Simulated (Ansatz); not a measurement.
**Property card for NbH₂**

NbH2:
```cif
data_H2Nb
_chemical_formula_sum 'Nb1 H2'
_space_group_name_H-M_alt 'P 1'
_space_group_IT_number 1
_cell_length_a 3.21531
_cell_length_b 3.21531
_cell_length_c 3.21531
_cell_angle_alpha 60.000
_cell_angle_beta 60.000
_cell_angle_gamma 60.000
loop_
_space_group_symop_operation_xyz
  'x, y, z'
loop_
_atom_site_label
_atom_site_type_symbol
_atom_site_fract_x
_atom_site_fract_y
_atom_site_fract_z
_atom_site_occupancy
Nb1 Nb 0.00000 0.00000 0.00000 1
H1 H 0.25000 0.25000 0.25000 1
H2 H 0.75000 0.75000 0.75000 1
```

Space group Fm-3m (No. 225), fluorite; conventional cell a = 4.5471 Å, b = 4.5471 Å, c = 4.5471 Å, α = 90.00°, β = 90.00°, γ = 90.00°.

Method: r²SCAN (plane waves, PAW; program Ansatz). Geometry: relaxed at this level of theory. Other levels are named where they apply.

**Cell and energy**

| Property | Value |
|---|---|
| Volume per atom | 7.83 Å³ |
| Density | 6.71 g/cm³ |
| Formation energy from the elements (no fitted shifts) | -0.27 eV/atom |

**Electronic structure**

| Quantity | Value |
|---|---|
| Electronic character | metallic (no gap) |
| Density of states at the Fermi level | 0.31 states/eV per atom (mean over ±0.08 eV) |

The workflow started from a Materials Project entry (that database holds measured and hypothetical structures alike); the Crystallography Open Database files this formula in space group No. 225, but the cells were not matched. Whether it is the stable phase at ambient conditions was not checked. The cell was relaxed with r²SCAN under the symmetry of its start; its stability against distortions is not shown here. The run is not spin-polarised. The references are the lowest solids computed at this level, not always the standard phases (solids in place of the gases). Spin–orbit coupling is left out wherever it is not named.

Potentials: the later of the program's two PAW sets.
